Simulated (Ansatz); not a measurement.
**Phonons of ZrHg3 (AuCu3-type structure)**

The computed numbers are results of PBEsol, scalar-relativistic (no spin polarisation) in the plane-wave PAW code Ansatz at 420 eV, Gaussian smearing of 0.15 eV; PAW files: Ansatz's generated set soft_2.

```xyz
4
Lattice="4.3612 0.0000 0.0000 0.0000 4.3612 0.0000 0.0000 0.0000 4.3612" Properties=species:S:1:pos:R:3 pbc="T T T"
Zr    0.0000    0.0000    0.0000
Hg    0.0000    2.1806    2.1806
Hg    2.1806    2.1806    0.0000
Hg    2.1806    0.0000    2.1806
```

The start was a prototype's sites filled with these elements; the Crystallography Open Database holds the compound in this structure.

Force constants come from finite displacements in a 2×2×2 supercell (the unit cell's 8×8×8 k-mesh, folded to it); the long-range dipole term is not included. Points in reciprocal vectors of this cell: Γ = (0.000, 0.000, 0.000), X = (0.000, 0.500, 0.000), M = (0.500, 0.500, 0.000), R = (0.500, 0.500, 0.500).

Frequencies at the named points (cm⁻¹, imaginary ones negative):
```tsv
point	ω (cm⁻¹)
Γ	0 0 0 59 59 59 82 82 82 132 132 132
X	45 45 62 62 68 71 87 87 88 138 138 142
M	42 48 61 61 69 72 72 92 101 136 136 162
R	18 18 18 36 36 41 41 41 114 132 132 132
```

**Question.** Is the structure dynamically stable along this path, and where does the spectrum end?

**Answer.** Yes: no branch is imaginary beyond numerical noise. The highest frequency is 162 cm⁻¹, at M. Points that don't fit the supercell are interpolated. The lowest branch at R is only 18 cm⁻¹, so the structure is close to an instability there.

**Question.** What does the harmonic approximation give for the vibrational free energy, entropy and heat capacity?

**Answer.** Zero-point energy 15.5 meV/atom.
```tsv
T (K)	F_vib (meV/atom)	S (J/K per mole of atoms)	C_V (J/K per mole of atoms)
100	4.0	24.4	21.8
200	-30.5	40.5	24.1
300	-77.9	50.4	24.6
400	-134.0	57.5	24.7
500	-196.5	63.0	24.8
600	-264.2	67.5	24.8
700	-336.2	71.4	24.9
800	-412.0	74.7	24.9
900	-490.9	77.6	24.9
1000	-572.7	80.2	24.9
```

The highest mode, 162 cm⁻¹, is worth 230 K. At 300 K the heat capacity has reached 98 % of the classical limit 3R = 24.9 J/K per mole of atoms, since all modes lie under k_BT.

The crystal is a metal or nearly so; low and unstable modes depend on mesh and smearing.

Cost: 5.5 min on 4 threads of Arm Neoverse V1, on a shared host, peak memory 6.5 GiB.

These numbers lack spin–orbit coupling.
